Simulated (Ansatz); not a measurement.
Consider the following.

Ag (fcc, Cu type)

```
Ag
1.0
    4.05478     0.00000     0.00000
    0.00000     4.05478     0.00000
    0.00000     0.00000     4.05478
Ag
4
Cartesian
  0.00000   0.00000   0.00000
  2.02739   2.02739   0.00000
  2.02739   0.00000   2.02739
  0.00000   2.02739   2.02739
```

Scan: atom 1 (Ag, nearest neighbour Ag at 2.867 Å; its periodic images, 4.1 Å or more away, move with it) is displaced along Cartesian [111], direction (0.577, 0.577, 0.577) in Cartesian axes, by s. The other atoms stay.

Calculation: PBEsol (plane waves to 420 eV, PAW, scalar-relativistic; Ansatz, a quantum-chemistry and plane-wave program). k mesh 9×9×9 (Γ-centred), Fermi-Dirac smearing 0.05 eV. The energy includes the smearing's −TS. With partly filled bands, energies and forces of such displacements shift with the k mesh and the smearing. On this mesh the relaxed cell isn't quite at rest: it carries a pressure of -0.2 GPa (compression positive) at the zero of the scan. Ag was relaxed with its symmetry unable to fall. The PAW data are Ansatz's earlier set. The zero of ΔE is the undisplaced structure.

The scan covers s from -0.860 to 0.860 Å in 11 points.

Is this a single well or a double well?

A single well with its minimum at or next to zero displacement.

Is the energy the same for equal positive and negative displacements?

Even: the same for both signs. With its periodic images moving along, the atom's site symmetry in this cell is m-3m.

What is the energy change at s = 0.860 Å?

3817 meV/cell.

What force acts on the atom along the line at s = -0.860 Å?

12.8 eV/Å.

What is the force constant k = d²E/ds² of this move at s = 0?

5.80 eV/Å².

(A displaced cell: forces are minus the slopes of the energy, force constants its curvatures, and phonons follow from these.)
